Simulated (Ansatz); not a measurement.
Level of theory: DFT PBE, scalar-relativistic, plane waves, PAW, and for the lanthanide a 4f-in-core norm-conserving potential (Ansatz 0.2.0). All cells share a 690 eV cutoff and Γ-centred k meshes spaced about 0.3 Å⁻¹ or finer (0.25 for metals, 2π included). No spin polarisation.

Relaxed forms of KTmI₄:

Cell 1.

Space group P2/m (No. 10). a = 7.531 Å, b = 4.545 Å, c = 8.298 Å, α = 90.00°, β = 93.13°, γ = 90.00°
```tsv
atom	site	symmetry	x	y	z
K	1h	2/m	0.5000	0.5000	0.5000
Tm	1a	2/m	0.0000	0.0000	0.0000
I	2n	m	0.2284	0.5000	0.8757
I	2m	m	0.7871	0.0000	0.6914
```

Cell 2.

Space group R3m:H (No. 160). a = 12.097 Å, b = 12.097 Å, c = 10.165 Å, α = 90.00°, β = 90.00°, γ = 120.00°
```csv
atom,site,symmetry,x,y,z
K,3a,3m,0.0000,0.0000,0.2223
Tm,3a,3m,0.0000,0.0000,0.8397
I,9b,.m,0.2123,0.7877,0.6318
I,3a,3m,0.0000,0.0000,0.5592
```

Cell 3.

Space group P4/mmm (No. 123). a = 5.421 Å, b = 5.421 Å, c = 8.449 Å, α = 90.00°, β = 90.00°, γ = 90.00°
```csv
atom,site,symmetry,x,y,z
K,1d,4/mmm,0.5000,0.5000,0.5000
Tm,1a,4/mmm,0.0000,0.0000,0.0000
I,4i,2mm.,0.5000,0.0000,0.7841
```

Their energies and Kohn–Sham gaps, in order of energy:

```csv
row,ΔE (meV/atom),gap on mesh (eV)
a,0,2.59
b,108,3.85
c,179,1.14
```

Question: Which row belongs to which cell?

Answer: Row a is cell 1, row b is cell 2, row c is cell 3. Counting I atoms around K and Tm (those within 1.25 times the shortest such distance or 1.15 times the sum of covalent radii, 1.27 where that leaves under three; a plus sign parts nearer from farther groups): cell 1 (P2/m, 47.3 Å³/atom) has K 4+2, Tm 6; cell 2 (R3m, 71.6 Å³/atom) has K 4, Tm 4; cell 3 (P4/mmm, 41.4 Å³/atom) has K 8, Tm 8.

Gaps are read on each cell's k mesh and can be smaller between its points; Kohn–Sham gaps at this level usually fall short of measured ones. The missing spin–orbit coupling can work the other way here. Weakly bound directions are ill-defined at this level, which has no dispersion term (R3m), and this can change margins and order among such cells. Spin–orbit coupling, which can matter for I, is left out. With atoms moved at random, cell 1 came back. Cell 2 and cell 3 had no clear such test and can be saddle points.

The lanthanide is trivalent by construction, without f bands, f moments or other valences.
